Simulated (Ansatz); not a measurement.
Li2Ca (cubic Laves (MgCu2 type), space group No. 227) at seven volumes, r²SCAN in the plane-wave PAW code Ansatz, scaled uniformly. One row is withheld.

| V (Å³/atom) | P (GPa) |
|---|---|
| 25.924 | 1.74 |
| 26.779 | 1.08 |
| 27.633 | 0.50 |
| 28.488 | 0.00 |
| 29.343 | ? |
| 30.197 | -0.84 |
| 31.052 | -1.18 |

### Question
Fit the shown pressures and predict the withheld one.

### Answer
Third-order Birch–Murnaghan: P = (3/2)B₀(x^(7/2) − x^(5/2))[1 + (3/4)(B′ − 4)(x − 1)] with x = (V₀/V)^(2/3). Least squares on the six rows gives V₀ = 28.481 Å³/atom, B₀ = 15.81 GPa, B′ = 3.36. At V = 29.343, x = 0.9803 and P = -0.45 GPa. The run itself gave -0.45 GPa.

Space group Fd-3m (cubic Laves (MgCu2 type)). The workflow started from an entry of the Crystallography Open Database (COD), which files this formula under 2 space groups. Whether it is the stable phase at ambient conditions was not checked. The cell was relaxed with r²SCAN under the symmetry of its start; its stability against distortions is not shown here.

Potentials: the later of the program's two PAW sets.
